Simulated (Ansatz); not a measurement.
Ir (fcc, Cu type)

```
CELL_PARAMETERS angstrom
      3.83046     0.00000     0.00000
      0.00000     3.83046     0.00000
      0.00000     0.00000     3.83046
ATOMIC_POSITIONS crystal
  Ir 0.00000 0.00000 0.00000
  Ir 0.50000 0.50000 0.00000
  Ir 0.50000 0.00000 0.50000
  Ir 0.00000 0.50000 0.50000
```

In each cell atom 2 (Ir, nearest neighbour Ir at 2.709 Å; its periodic images, 3.8 Å or more away, move with it) moves by s·(0.000, 0.000, 1.000) (along Cartesian z), the rest being held.

These are PBEsol (plane waves to 420 eV, PAW, scalar-relativistic; Ansatz, a quantum-chemistry and plane-wave program) values and carry that method's errors. k mesh 10×10×10 (Γ-centred), Fermi-Dirac smearing 0.05 eV. The energy includes the smearing's −TS. Stress and pressure are positive under compression. With partly filled bands, energies and forces of such displacements shift with the k mesh and the smearing. Ir is run without spin polarisation. Ir was relaxed with its symmetry unable to fall. Spin-orbit coupling is left out, though Ir is heavy. The zero of ΔE is the undisplaced structure.

**Question.** What ΔE (meV/cell) and P (GPa) does the calculation give at s (Å) = -0.216, -0.162, -0.108, -0.054, 0.270?

**Answer.** 
| s (Å) | ΔE (meV/cell) | P (GPa) |
|---|---|---|
| -0.216 | 348 | 4.5 |
| -0.162 | 194 | 2.5 |
| -0.108 | 86 | 1.1 |
| -0.054 | 21 | 0.2 |
| 0.270 | 551 | 7.1 |

(A displaced cell: forces are minus the slopes of the energy, force constants its curvatures, and phonons follow from these.)
